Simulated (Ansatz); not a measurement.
BeS:
```yaml
crystal:
  lattice:
    - [0.00000, 2.43426, 2.43426]
    - [2.43426, 0.00000, 2.43426]
    - [2.43426, 2.43426, 0.00000]
  atoms:
    - { symbol: S, position: [0.75000, 0.75000, 0.75000] }
    - { symbol: Be, position: [0.00000, 0.00000, 0.00000] }
```

Relaxed with r²SCAN.

### Question
Give the optical modes at the zone centre with their infrared and Raman activity from DFPT, r²SCAN in the plane-wave PAW code Ansatz.

### Answer
Transverse frequencies, without the LO–TO term; a row sums one degenerate level.

```tsv
ω (cm⁻¹)	degeneracy	IR ((D/Å)²/amu)	Raman (Å⁴/amu)	activity	symmetry
564	3	27.33	34	IR+Raman	T2
```

### Question
How high does the top mode go among those that the LO–TO term moves?

### Answer
674 cm⁻¹ for q along x.

Space group F-43m (zinc blende). Symmetry was held in the r²SCAN relaxation; phonons on a q-mesh show no instability.

Potentials: the later of the program's two PAW sets.
